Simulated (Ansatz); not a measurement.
SrPb$_{3}$ (Cu3Au type, Pm-3m), PBE in the plane-wave PAW code Ansatz, all energies at zero smearing, with the estimated change up to a 700 eV cutoff added, with one set of potentials and settings (totals compare only within such a set). Cell of 4 atoms (1 Sr, 3 Pb): -39264.891 eV.

```
element             reference phase  E (eV/atom)
-------  --------------------------  -----------
Sr        C2/m, 3 atoms in the cell   -3544.2201
Pb       Fm-3m, 1 atoms in the cell  -11906.4191
```

Formation energy per atom, worked out: (-39264.891 − 1×(-3544.2201) − 3×(-11906.4191))/4 = -0.354 eV/atom (-34 kJ per mol of atoms), at 0 K, without zero-point energy or fitted corrections.

The first step of the workflow began from a Materials Project structure, measured or hypothetical; the Crystallography Open Database copy checked does not list it. COD files the formula under space group No. 123, so this cell is another polymorph or a model. With Sr and Pb taken as one species the cell has the higher symmetry Fm-3m, so it may be an ordered model of a mixed-site phase. Whether it is the stable phase at ambient conditions was not checked. Symmetry was held in the PBE relaxation; of distortions, only those at the zone centre were tested, and some modes there are weakly imaginary. The references are the lowest solids computed at this level, not always the standard phases. Spin–orbit coupling is left out wherever it is not named.

Potentials: the later of the program's two PAW sets.
